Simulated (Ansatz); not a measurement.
TlF (rock salt, Fm-3m), r²SCAN+D4 in the plane-wave PAW code Ansatz. The conduction-band minimum lies at L, with 4 equivalent valleys. Second derivatives d²E/dk² of the lowest band at one valley (eV·Å²), along Cartesian directions:

| direction | d²E/dk² |
|---|---|
| [100] | 24.12 |
| [010] | 24.12 |
| [001] | 24.12 |
| [110] | 33.50 |
| [101] | 14.75 |
| [011] | 14.75 |

Question: Find the principal effective masses, the density-of-states mass and the conductivity mass.

Answer: Off-diagonal terms follow from H_xy = H[110] − (H_xx + H_yy)/2, and m*/mₑ = 7.620 eV·Å² over each eigenvalue: 0.18, 0.52, 0.52. One valley's DOS mass (m₁m₂m₃)^(1/3) = 0.36, conductivity mass 3/(Σ 1/mᵢ) = 0.32 mₑ.

Question: What effective density of states Nc follows at 300 K for parabolic valleys?

Answer: Nc = 2.509e19 × 4 × (0.36)^(3/2) ≈ 2.2e19 cm⁻³.

The workflow started from an entry of the Crystallography Open Database (COD); the relaxed space group is not among those it files for this formula. COD files the formula under space group No. 28, 57, 69, 129, 139, so this cell is another polymorph or a model. Its standing as an ambient phase is unchecked. The cell was relaxed with r²SCAN+D4 under the symmetry of its start; its stability against distortions is not shown here. Scalar-relativistic: spin–orbit coupling is off unless named, which matters more the heavier the elements.

Potentials: the later of the program's two PAW sets.

Edges and masses are those of Kohn–Sham bands, whose gap is no quasiparticle gap.
